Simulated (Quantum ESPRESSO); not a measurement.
```cif
data_BeS
_chemical_formula_sum 'Be1 S1'
_space_group_name_H-M_alt 'P 1'
_space_group_IT_number 1
_cell_length_a 3.37093
_cell_length_b 3.37093
_cell_length_c 3.37093
_cell_angle_alpha 60.000
_cell_angle_beta 60.000
_cell_angle_gamma 60.000
loop_
_space_group_symop_operation_xyz
  'x, y, z'
loop_
_atom_site_label
_atom_site_type_symbol
_atom_site_fract_x
_atom_site_fract_y
_atom_site_fract_z
_atom_site_occupancy
Be1 Be 0.00000 0.00000 0.00000 1
S1 S 0.25000 0.25000 0.25000 1
```

The PBEsol cell relaxed from Materials Project entry mp-422 was given an isotropic strain of -1.5 % on all lattice vectors, and the atoms were relaxed again.

**Question.** What does PBEsol (Quantum ESPRESSO, PseudoDojo norm-conserving, 88 Ry, no spin-orbit coupling) give for the electronic structure near the Fermi level?

**Answer.** The PBEsol gap is indirect, 2.81 eV, from Γ to X; the smallest direct gap is 5.56 eV.
